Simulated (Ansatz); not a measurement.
# ZrPbO₃ (Pm-3m), zone-centre modes

Computed with DFT r2SCAN, scalar-relativistic, plane waves, PAW (Ansatz 0.2.0). Settings: plane waves to 500 eV, k-mesh 6×6×6 (Γ-centred), Gaussian smearing 0.05 eV. Spin–orbit coupling is left out, which can shift energies with elements as heavy as these. No spin polarisation.

The starting cell (as given, not relaxed at this level, and it needn't be the usual structure):

```
CELL_PARAMETERS angstrom
4.20893 0.00000 0.00000
0.00000 4.20893 0.00000
0.00000 0.00000 4.20893
ATOMIC_POSITIONS crystal
Zr 0.00000 0.00000 0.00000
Pb 0.50000 0.50000 0.50000
O 0.50000 0.00000 0.00000
O 0.00000 0.00000 0.50000
O 0.00000 0.50000 0.00000
```

Harmonic modes by finite displacements of 0.02 Å, without the LO–TO term.

(1) At this geometry, is the structure stable against these modes?

(2) List the wavenumbers in cm⁻¹.

## Answers

(1) No: 3 modes are unstable, the strongest at 134i cm⁻¹.

(2) 134i, 134i, 134i, 0, 0, 0, 121, 121, 121, 168, 168, 168, 498, 498, 498.

Cost: 1 run of about 0.91 core-minutes, on AMD EPYC 7R43 (Zen 3) (shared hosts).